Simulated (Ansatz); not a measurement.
TaRu:
```cif
data_RuTa
_chemical_formula_sum 'Ru1 Ta1'
_space_group_name_H-M_alt 'P 1'
_space_group_IT_number 1
_cell_length_a 3.04552
_cell_length_b 3.04552
_cell_length_c 3.39051
_cell_angle_alpha 90.000
_cell_angle_beta 90.000
_cell_angle_gamma 90.000
loop_
_space_group_symop_operation_xyz
  'x, y, z'
loop_
_atom_site_label
_atom_site_type_symbol
_atom_site_fract_x
_atom_site_fract_y
_atom_site_fract_z
_atom_site_occupancy
Ru1 Ru 0.00000 0.00000 0.00000 1
Ta1 Ta 0.50000 0.50000 0.50000 1
```

Relaxed with r²SCAN.

Problem. Tabulate the valence density and the electron localisation function along the shortest Ru–Ru contact (3.05 Å), r²SCAN in the plane-wave PAW code Ansatz.

Solution. 

| distance from Ru (Å) | density (e/Å³) | ELF |
|---|---|---|
| 0.30 | 8.96 | 0.51 |
| 0.46 | 6.85 | 0.63 |
| 0.61 | 4.23 | 0.60 |
| 0.76 | 2.09 | 0.43 |
| 0.91 | 0.89 | 0.23 |
| 1.07 | 0.48 | 0.15 |
| 1.22 | 0.34 | 0.20 |
| 1.37 | 0.29 | 0.33 |
| 1.52 | 0.28 | 0.40 |
| 1.68 | 0.29 | 0.33 |
| 1.83 | 0.34 | 0.20 |
| 1.98 | 0.48 | 0.15 |
| 2.13 | 0.89 | 0.23 |
| 2.28 | 2.09 | 0.43 |
| 2.44 | 4.23 | 0.60 |
| 2.59 | 6.85 | 0.63 |
| 2.74 | 8.96 | 0.51 |

The density is the valence pseudo-density with augmentation charge, so density and ELF within about 1 Å of a nucleus are not all-electron values.

Space group P4/mmm (L1₀ or tetragonal B2). The workflow started from an entry of the Crystallography Open Database (COD), which files this formula under 2 space groups. Whether it is the stable phase at ambient conditions was not checked. The r²SCAN relaxation kept the symmetry of its start; its stability against distortions is not shown here. The run is not spin-polarised. Scalar-relativistic: spin–orbit coupling is off unless named, which matters more the heavier the elements.

Potentials: the later of the program's two PAW sets.
